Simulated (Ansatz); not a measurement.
Ni (fcc, Cu type)

```xyz
1
Lattice="0.0000 1.7592 1.7592 1.7592 0.0000 1.7592 1.7592 1.7592 0.0000" Properties=species:S:1:pos:R:3 pbc="T T T"
Ni     0.0000     0.0000     0.0000
```

Two coordinates are scanned: the volume, and the ratio of the stretch along z (the conventional c axis) to the stretch across it. Atoms keep their fractional coordinates.

Method: PBE (plane waves to 420 eV, PAW, scalar-relativistic; Ansatz, a program for electronic structure). k mesh 23×23×23 (Γ-centred), Fermi-Dirac smearing 0.05 eV. E stands for the smeared free energy. With partly filled bands, the response to shear is sensitive to the k mesh, so small differences along c/a are uncertain. Ni was relaxed with its symmetry unable to fall. Relaxed Ni ends ferromagnetic. Other magnetic orders were not checked, so this need not be the ground state. ΔE is measured from the relaxed starting cell.

Task: Give the computed ΔE (kJ/mol of atoms) at all points of the grid V/V₀ = 0.920, 0.947, 0.973, 1.000, 1.027, 1.053, 1.080 by (c/a)/(c/a)₀ = 0.880, 0.920, 0.960, 1.000, 1.040, 1.080, 1.120.

Result: ΔE (kJ/mol of atoms), with V/V₀ across and (c/a)/(c/a)₀ down:

```tsv
(c/a)/(c/a)₀ \ V/V₀	0.920	0.947	0.973	1.000	1.027	1.053	1.080
0.880	8.6	5.6	3.9	3.2	3.5	4.6	6.4
0.920	6.7	3.8	2.1	1.5	1.9	3.1	4.9
0.960	5.4	2.5	0.9	0.4	0.8	2.0	3.9
1.000	4.9	2.1	0.5	0.0	0.4	1.7	3.6
1.040	5.4	2.6	1.0	0.4	0.9	2.1	4.0
1.080	7.0	4.1	2.4	1.8	2.2	3.3	5.1
1.120	9.7	6.6	4.8	4.1	4.3	5.3	7.1
```

(A scan under strain: stresses follow from slopes of the energy per volume, elastic moduli from its curvatures.)
